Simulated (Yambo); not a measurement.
G0W0@PBEsol for Ca2Si (space group Fm-3m, No. 225) in Yambo. Reference settings: 4×4×4 Γ-centred k mesh, bands 3 to 164 and a 8 Ry block in the screening, 164 bands in G with the Bruneval-Gonze terminator, plasmon pole fitted at 27.2 eV. The PBEsol gap X → X on this mesh is 0.47 eV; G0W0 gaps are taken between the same points.

The settings were changed. The gap went from 1.14 eV to 1.05 eV, and the shift of the valence edge from -0.68 eV to -0.33 eV.

### Question
Name the change that produced these shifts.
A. 2 Ry block
B. 7 Ry block
C. 101 bands in G
D. 56 bands in G, no terminator

### Answer
D, 56 bands in G, no terminator. The others gave (gap, valence shift): 2 Ry block: 0.91, -0.42 eV; 7 Ry block: 1.12, -0.65 eV; 101 bands in G: 1.14, -0.67 eV. In the run with 164 bands and a 8 Ry block, which covers more k points, the smallest G0W0 gap is 1.05 eV, L → X.

Geometry relaxed with PBEsol; primitive cell a = 5.012 Å, b = 5.012 Å, c = 5.012 Å, α = 60.00°, β = 60.00°, γ = 60.00°.

The structure is a Materials Project entry; no match was found in the copy of COD used, and its stability was not checked.

A shift is the quasiparticle energy of the state minus its PBEsol energy.
